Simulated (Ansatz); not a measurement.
Q: Each is relaxed and computed with r²SCAN in the plane-wave PAW code Ansatz. Which is the only metal?
(A) CrB2, Cmmm (B on 4j, Cr on 2a)
(B) BN, R3m (B on 3a, N on 3a)
(C) LiMgBN2, I-4m2 (Li on 2d, Mg on 2c, B on 2b, N on 4e)
(D) BAs, Pm-3n (B on 6c, As on 6d)

A: A, CrB2, Cmmm (B on 4j, Cr on 2a). CrB2: metal; BN: gap 4.79 eV (indirect); BAs: gap 0.61 eV (indirect); LiMgBN2: gap 2.97 eV (indirect). Spin orders computed, not proven ground states: CrB2, Cmmm (B on 4j, Cr on 2a) antiferromagnetic. Built on a structure type that need not be the filed one of that space group: BN, R3m (B on 3a, N on 3a). Typed or built starts, not in the databases checked: BAs, Pm-3n (B on 6c, As on 6d). Not the usual ambient phase: BN, R3m (B on 3a, N on 3a); BAs, Pm-3n (B on 6c, As on 6d). Standing as an ambient phase not checked: CrB2, Cmmm (B on 4j, Cr on 2a); LiMgBN2, I-4m2 (Li on 2d, Mg on 2c, B on 2b, N on 4e). Perhaps ordered models of mixed-site phases: LiMgBN2, I-4m2 (Li on 2d, Mg on 2c, B on 2b, N on 4e). All cells were relaxed under the symmetry of their starts (and spin orders); stability against distortions was not tested throughout. Cells of antiferromagnets are given as chemical subcells. Scalar-relativistic: spin–orbit coupling is off unless named, which matters more the heavier the elements.

Potentials: the later of the program's two PAW sets.
